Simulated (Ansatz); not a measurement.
Start of a relaxation of CaMgPdC6N6:

```cif
data_structure
_symmetry_space_group_name_H-M 'F-43m'
_symmetry_Int_Tables_number 216
_cell_length_a 10.6360
_cell_length_b 10.6360
_cell_length_c 10.6360
_cell_angle_alpha 90.000
_cell_angle_beta 90.000
_cell_angle_gamma 90.000
_cell_volume 1203.19
loop_
_atom_site_label
_atom_site_type_symbol
_atom_site_symmetry_multiplicity
_atom_site_Wyckoff_symbol
_atom_site_fract_x
_atom_site_fract_y
_atom_site_fract_z
_atom_site_occupancy
Ca1 Ca 4 b 0.50000 0.00000 0.00000 1
Mg1 Mg 4 c 0.25000 0.25000 0.25000 1
Pd1 Pd 4 a 0.00000 0.00000 0.00000 1
C1 C 24 f 0.18221 0.00000 0.00000 1
N1 N 24 f 0.29222 0.00000 0.00000 1
```

These are results of DFT PBE, scalar-relativistic, plane waves, PAW (Ansatz 0.2.0), not measurements. Cutoff 420 eV, Gaussian smearing, Γ-centred meshes. Cell and atoms relax first on a coarse mesh and then on a converged one. In between, the cell is made exact in the group found at 0.06 Å. The steps can't lower the symmetry of their start. No spin polarisation.

A guess keeps its type if space group and coordination stay and the shape of the cell changes little (axis ratios within about 15 %, angles within 6°); the volume may change.

Q: Will the relaxed cell still be of the starting type?

A: It keeps its type. The symmetry stays F-43m (No. 216). The volume per atom grows by 20.1 %, from 20.1 to 24.1 Å³. The shortest distance goes from 1.17 Å (C–N) to 1.16 Å (C–N). Counting neighbours within 15 % of an atom's shortest distance, the start has C 1, Ca 6, Mg 24, N 1, Pd 6 and the end C 1, Ca 6, Mg 24, N 1, Pd 6.

The last run used a 6×6×6 mesh for its 15-atom cell and Gaussian smearing of 0.01 eV. A structure relaxed within its symmetry needn't be a true minimum.
